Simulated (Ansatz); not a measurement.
**How SiC (F-43m) stiffens under pressure**

```yaml
crystal:
  lattice:
    - [0.00000, 2.16449, 2.16449]
    - [2.16449, 0.00000, 2.16449]
    - [2.16449, 2.16449, 0.00000]
  atoms:
    - { symbol: Si, position: [0.00000, 0.00000, 0.00000] }
    - { symbol: C, position: [0.75000, 0.75000, 0.75000] }
```

This is the zero-pressure cell. At each pressure cell and atoms are relaxed in this structure, and the constants are slopes of the stress at strains of ±0.005 with relaxed ions (the coefficients that govern stability under load). Level: LDA, PAW on Ansatz 0.2.0's default frozen-core files (fitted under PBE), scalar-relativistic; k mesh 10×10×10, strains of ±0.005, fixed occupations, cutoff 420 eV. P is the pressure of the relaxed cell, less that of this one.

```csv
P (GPa),V/V₀,C11 (GPa),C12 (GPa),C44 (GPa)
0.00,1.0000,403.5,142.7,252.1
0.99,0.9957,407.5,146.5,253.9
1.98,0.9916,411.4,150.4,255.7
3.98,?,?,?,?
7.00,0.9716,430.2,169.1,263.6
10.00,0.9605,441.1,180.1,268.0
15.00,0.9433,459.4,198.6,275.2
```

Task: Does the bulk modulus from the constants agree with the pressure-volume curve?

Result: A third-order Birch-Murnaghan fit to the volumes shown (F against f, f = [(V₀/V)^(2/3) − 1]/2) gives B₀ = 229.7 GPa and B′ = 3.8. Its −V dP/dV stands beside (C11 + 2C12)/3:

```
P (GPa)  from P(V)  from the constants
   0.00      229.7               229.6
   0.99      233.5               233.5
   1.98      237.3               237.4
   7.00      256.1               256.2
  10.00      267.3               267.1
  15.00      285.6               285.6
```

Task: What are the pressure derivatives at zero pressure?

Result: Slopes at V₀ of quadratic fits in −ln(V/V₀) through the first four rows shown, divided by B₀: dC11/dP = 4.0, dC12/dP = 3.9, dC44/dP = 1.9. The mean slopes up to 2.0 GPa are 4.0, 3.9, 1.8; curvature and scatter of the constants part the two. The combination (dC11/dP + 2 dC12/dP)/3 = 4.0 stands against B′.

Task: Fill the row at 3.98 GPa.

Result: Cubic fits in −ln(V/V₀) through all rows shown give C11 = 419.0, C12 = 157.9, C44 = 259.0 GPa. Computed: V/V₀ = 0.9834, C11 (GPa) = 419.1, C12 (GPa) = 157.9, C44 (GPa) = 258.9.

Task: Does a shear stiffness soften?

Result: C44 goes from 252.1 to 275.2 GPa; (C11 − C12)/2 goes from 130.4 to 130.4 GPa. Neither ends more than 3 % under its start, and the lattice stays mechanically stable over this range.

Keep in mind: no other phase was computed; many crystals of this kind change structure within this range, and rows or crossings beyond such a change describe a metastable lattice; frozen-core PAW files fitted under PBE, their cores solved anew for the functional of the run; constants at zero field, no piezoelectric stiffening; phonons weren't checked at these pressures.
